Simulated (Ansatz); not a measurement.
# Si with yttrium replacing Si: gradients before and after relaxing the atoms

Start: a supercell of Si (diamond type, Fd-3m) built from a COD entry (the entry's cell lengths or inner coordinates differ somewhat from later room-temperature determinations), with all atoms left at the host's positions.

```cif
data_YSi53
_symmetry_space_group_name_H-M 'F-43m'
_symmetry_Int_Tables_number 216
_cell_length_a 16.2814
_cell_length_b 16.2814
_cell_length_c 16.2814
_cell_angle_alpha 90.000
_cell_angle_beta 90.000
_cell_angle_gamma 90.000
loop_
_atom_site_label
_atom_site_type_symbol
_atom_site_symmetry_multiplicity
_atom_site_Wyckoff_symbol
_atom_site_fract_x
_atom_site_fract_y
_atom_site_fract_z
Y Y 4 d 0.2500 0.7500 0.2500
Si2 Si 48 h 0.4167 0.7500 0.4167
Si5 Si 16 e 0.5833 0.5833 0.4167
Si9 Si 16 e 0.9167 0.4167 0.5833
Si15 Si 24 g 0.7500 0.4167 0.7500
Si28 Si 16 e 0.1667 0.8333 0.1667
Si30 Si 24 f 0.5000 0.8333 0.5000
Si32 Si 48 h 0.5000 0.6667 0.3333
Si41 Si 4 b 0.5000 0.5000 0.5000
Si45 Si 16 e 0.8333 0.3333 0.6667
```

One atom of each set is listed; the run and its k-mesh use a cell of 54 atoms with edges of 11.51, 11.51, 11.51 Å.

Computed with Ansatz: DFT, PBE, plane waves and PAW, scalar-relativistic, 420 eV cutoff, Γ-centred 2×2×2 k-points, Fermi–Dirac smearing 0.01 eV, cell charge -1.

The largest force at the start is 4.9 eV/Å. Relaxing the ions at fixed cell moves them by 0.327 Å at most (atom 28, Si) and 0.091 Å rms.

| site | moved (Å) | first shell before | first shell after | V_zz before (10²¹ V/m²) | η before |
| --- | --- | --- | --- | --- | --- |
| Y | 0.000 | 4 Si at 2.35 Å | 4 Si at 2.68 Å | 0.00 | – |
| Si2 | 0.034 | 4 Si at 2.35 Å | 4 Si at 2.29–2.35 Å | 0.45 | 0.73 |
| Si5 | 0.003 | 4 Si at 2.35 Å | 4 Si at 2.35 Å | 0.12 | 0.00 |
| Si9 | 0.006 | 4 Si at 2.35 Å | 4 Si at 2.35–2.36 Å | 0.14 | 0.00 |
| Si15 | 0.002 | 4 Si at 2.35 Å | 4 Si at 2.35 Å | -0.084 | 0.73 |
| Si28 | 0.327 | 1 Y at 2.35 Å, 3 Si at 2.35 Å | 3 Si at 2.29 Å, 1 Y at 2.68 Å | -5.32 | 0.00 |
| Si30 | 0.019 | 4 Si at 2.35 Å | 4 Si at 2.31–2.36 Å | -0.47 | 0.53 |
| Si32 | 0.004 | 4 Si at 2.35 Å | 4 Si at 2.35 Å | 0.14 | 0.10 |
| Si45 | 0.007 | 4 Si at 2.35 Å | 4 Si at 2.35 Å | -0.078 | 0.00 |

(1) How do the gradients change?

Results:

(1) 

```
site  V_zz after  η after  change of V_zz
   Y        0.00        –            0.00
 Si2        0.42     0.90               –
 Si5       0.084     0.00           -0.03
 Si9        0.11     0.00           -0.03
Si15       0.023     0.64               –
Si28       -4.65     0.00           +0.67
Si30        0.66     0.57               –
Si32        0.15     0.48               –
Si45       -0.25     0.00           -0.17
```

The largest change of V_zz along a kept axis is on Si28, from -5.32 to -4.65. In per cent, |V_zz| changes by -13 on Si (all sites that start above 0.5). On Si30, Si2, Si32, Si15 the largest principal value lies along another axis in the second run, so the two V_zz can't be compared directly. Other sites without a gradient aren't listed.

The defect repeats with the cell of 54 atoms, so it feels its images: sites between two images don't show the values beside a lone defect, and zeros or small values of η there can come from the images' arrangement. A uniform background compensates the cell's charge. Without spin–orbit coupling (the program notes it for Y) the gradients can shift somewhat, as the gap is small.
Before: With a gap of 0.4 eV on this mesh, small gradients can still move by 0.1 × 10²¹ V/m² or more as the k-mesh gets denser. The neighbours have not yet relaxed around the defect (largest force 4.9 eV/Å), so the values at and beside it are those of a strained start, not of the defect in a real crystal.
After: The relaxation keeps the site symmetry -43m of the start, so the impurity can't leave its site; a start off the site could end lower. With a gap of 0.2 eV on this mesh, small gradients can still move by 0.1 × 10²¹ V/m² or more as the k-mesh gets denser.
